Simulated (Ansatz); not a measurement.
**Si3N4: Electric field gradients**

The cell is an entry of the Crystallography Open Database (COD; perhaps a calculated or model structure) whose atoms were relaxed with PBE, the cell held.

Space group P6_3/m (No. 176); a = 7.6044, c = 2.9063 Å, γ = 120.00°.

```csv
site,Wyckoff,site symmetry,x,y,z
Si,6h,m..,0.7680,0.1741,0.2500
N7,6h,m..,0.0300,0.3299,0.2500
N13,2d,-6..,0.6667,0.3333,0.2500
```

One atom of each set is listed.

All values are calculated (Ansatz; DFT, PBE, plane waves and PAW, scalar-relativistic, 420 eV cutoff, Γ-centred 4×4×10 k-points, Fermi–Dirac smearing 0.02 eV), not measured.

C_Q = eQV_zz/h, which is 24.18 MHz for Q = 1 b and V_zz = 10²¹ V/m²; η = (V_xx − V_yy)/V_zz.

N-14: I = 1, Q = 20.44 mb. Q values from Pyykkö, Mol. Phys. 116, 1328 (2018).

(1) Which values are expected at the nuclei?

Results:

(1) 

```json
{"site": "Si", "atoms": "6", "first shell": "4 N at 1.73–1.74 Å", "V_zz (10²¹ V/m²)": "0.98", "η": "0.41", "C_Q (MHz)": "–"}
{"site": "N7", "atoms": "6", "first shell": "3 Si at 1.74 Å", "V_zz (10²¹ V/m²)": "-4.94", "η": "0.07", "C_Q (MHz)": "-2.44"}
{"site": "N13", "atoms": "2", "first shell": "3 Si at 1.73 Å", "V_zz (10²¹ V/m²)": "-4.90", "η": "0.00", "C_Q (MHz)": "-2.42"}
```

An axis of threefold or higher order runs through N13, so V_zz lies along it and η is zero. At N7 V_zz stands upright on the plane through its three neighbours (within 3°).

Si has no stable isotope with a ground-state quadrupole moment in the table, so no C_Q is given.

At this cell the PBE pressure is 6 GPa, so with PBE the cell would grow if it were relaxed.
